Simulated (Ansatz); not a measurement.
# Yb on a Ni site in GdAlNi4

All numbers are calculated (PBEsol, collinear spin, no spin-orbit coupling; Ansatz, PAW set soft_2, 420 eV, k-mesh 4×4×3 shifted by half a step), not measured.

The relaxed host crystal (no gap at this level of theory):

```xyz
6
Lattice="2.4783 -4.1793 0.0000 2.4783 4.1793 0.0000 0.0000 0.0000 3.9753" Properties=species:S:1:pos:R:3 pbc="T T T"
Al    0.0000    0.0000    1.9877
Gd    2.4783    0.0000    0.0000
Ni    2.4783    2.7587    0.0000
Ni    2.4783   -2.7587    0.0000
Ni    1.2391    2.0897    1.9877
Ni    1.2391   -2.0897    1.9877
```

Supercell of 24 atoms, rows of the matrix [[1,1,-1],[-1,-1,-1],[-1,1,0]] times the cell vectors; Yb on a Ni site at (0.170, 0.830, 0.000) in fractions of the cell above. Atoms are relaxed at the host's cell, from a start shaken by 0.05 Å near the defect.

Task: How does the lattice relax around the defect?

Result: Distances from the Yb atom (Å), by shell of the perfect crystal:

```csv
shell,perfect crystal,"relaxed, charge 0"
4 Ni,2.44,2.52
2 Al,2.44,2.76
1 Gd,2.76,2.86
3 Ni,2.82 (2.82 to 2.84),2.73 (2.65 to 2.89)
```

| charge | moment of the cell (μB) | moment on Yb (μB) | 4f electrons on Yb | gap of the cell on the mesh (eV) |
| --- | --- | --- | --- | --- |
| 0 | 28.55 | 0.04 | 13.6 | 0.00 |

Task: What do these numbers say about the valence and the carriers?

Result: At charge 0 the moment on Yb would suit Yb2+, but the cell's moment of 28.5 μB shows that further unpaired electrons or holes are there (moments: 4 Gd of 6.87 to 6.91).

Formation energy of the neutral defect: 1.96 eV, taking atoms from and to the elements' standard states (no corrections for gases), so it belongs to those chemical potentials alone.

Relaxed cell at charge 0:

```
GdAlNi4 Yb_Ni charge 0
1.0
     4.9565    0.0000   -3.9753
    -4.9565    0.0000   -3.9753
     0.0000    8.3586    0.0000
Al Gd Yb Ni
4 4 1 15
Direct
  0.2328 0.2328 0.0118
  0.4991 0.9990 0.5035
  0.9991 0.4990 0.5035
  0.7654 0.7653 0.0118
  0.4991 0.4990 0.4567
  0.7540 0.2442 0.0107
  0.2442 0.7539 0.0107
  0.9991 0.9990 0.5103
  0.4991 0.4990 0.7995
  0.7586 0.2395 0.3360
  0.2396 0.7586 0.3361
  0.9991 0.9990 0.8374
  0.4991 0.4990 0.1448
  0.7403 0.2578 0.6620
  0.2578 0.7403 0.6620
  0.9991 0.9990 0.1887
  0.3795 0.1267 0.2538
  0.6357 0.8982 0.7587
  0.0999 0.3624 0.7587
  0.8714 0.6186 0.2538
  0.3625 0.0999 0.7587
  0.6187 0.8714 0.2538
  0.1268 0.3794 0.2538
  0.8983 0.6356 0.7587
```

Caveats: 4f shell without a U, which puts 4f levels too near the Fermi level; Gd without a U keeps its half-filled shell, but its 4f levels lie too near the Fermi level; open f or d shells may hold a state above the lowest; small supercell, so energies and levels can be off by tenths of an eV; one random start near the defect, so other minima are possible.
